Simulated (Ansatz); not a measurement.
A frame of Ge5Bi3 from dynamics at 1000 K, with the forces (eV/Å) computed on a k mesh in the last three columns. Theory: DFT PBE, scalar-relativistic, plane waves, PAW (Ansatz 0.2.0).

Plane waves to 420 eV, a k mesh through Γ of 3×3×3 on the computed 16-atom cell and Fermi–Dirac smearing (0.09 eV); no spin polarisation.

```xyz
16
Lattice="7.330 -0.174 -0.188 -0.174 7.025 -0.130 -0.188 -0.130 7.580" Properties=species:S:1:pos:R:3:forces:R:3 pbc="T T T"
Ge    2.191    2.975    2.265    0.040    0.050    0.530
Ge    4.612    5.709    1.994   -0.150    0.410    0.560
Ge    0.964    2.388    5.328    0.650    0.240   -0.560
Ge    4.234    1.326    1.337    0.490    0.050    0.620
Ge    6.329    1.313    6.228   -0.390   -0.880    0.820
Ge    5.767    3.490    7.289    0.280    0.460    0.560
Ge    6.957    4.631    1.958    0.210   -0.280   -0.070
Ge    4.775    6.456    4.986   -0.150   -0.360   -0.450
Ge    3.427    1.655    5.588    0.150   -0.080   -0.390
Ge    3.055    4.241    4.348    0.270    0.230   -0.230
Bi    5.545    2.563    3.765   -0.060    0.580   -0.970
Bi    1.616    6.909    3.321    1.690   -1.040    1.230
Bi    0.156    5.243    5.598   -1.150   -0.420   -0.540
Bi    0.099    1.225    1.720   -1.790    0.620   -1.540
Bi    3.201    4.026   -0.033    0.070    0.460   -0.280
Bi    2.241   -0.153    7.280   -0.170   -0.040    0.720
```

Static pressure 6.3 GPa (no kinetic part), no gap on the mesh.

Counting as bonded all pairs within 1.2 times the summed covalent radii:

```json
{"atom → neighbour": "Bi → Bi", "mean count": "2.00", "mean length (Å)": "3.11", "spread (Å)": "0.20"}
{"atom → neighbour": "Bi → Ge", "mean count": "3.50", "mean length (Å)": "2.99", "spread (Å)": "0.15"}
{"atom → neighbour": "Ge → Bi", "mean count": "2.10", "mean length (Å)": "2.99", "spread (Å)": "0.15"}
{"atom → neighbour": "Ge → Ge", "mean count": "2.20", "mean length (Å)": "2.65", "spread (Å)": "0.14"}
```

Angles between all pairs of such bonds at an atom (mean ± spread): 102 ± 31° at Bi, 106 ± 28° at Ge.

Spin-orbit coupling is left out, which matters for the bands of heavy elements.

Cost: 1 run of about 2 core-minutes, on Arm Neoverse V2 (shared hosts).